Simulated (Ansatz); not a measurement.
Data:

Mg₂Sn:
```xyz
6
Lattice="4.6565 -2.7230 0.0000 4.6565 2.7230 0.0000 0.0000 0.0000 5.2566" Properties=species:S:1:pos:R:3 pbc="T T T"
Mg     6.1913    -1.7063     1.3142
Mg     3.1217     1.7063     3.9425
Mg     6.1913     1.7063     3.9425
Mg     3.1217    -1.7063     1.3142
Sn     4.6565     1.0517     1.3142
Sn     4.6565    -1.0517     3.9425
```

This is the LDA-relaxed structure.

**Question.** All from the program Ansatz at the LDA level (PAW), unless another level is named. Give the bulk modulus (Birch–Murnaghan fit).

**Answer.** 46.6 GPa.

**Question.** Give the highest zone-centre frequency.

**Answer.** 230 cm⁻¹.

Space group Cmcm. The first step of the workflow began from a Materials Project structure, measured or hypothetical; the Crystallography Open Database copy checked does not list it. COD files the formula under space group No. 225, 227, so this cell is another polymorph or a model. With Mg and Sn taken as one species the cell has the higher symmetry Cmcm, so it may be an ordered model of a mixed-site phase. Whether it is the stable phase at ambient conditions was not checked. Symmetry was held in the LDA relaxation; of distortions, only those at the zone centre were tested. As this level gives no gap, phonon frequencies hold no LO–TO term and depend on the k-mesh and smearing (Fermi–Dirac, 0.1 eV here). Spin–orbit coupling is left out wherever it is not named.

Potentials: the later of the program's two PAW sets.
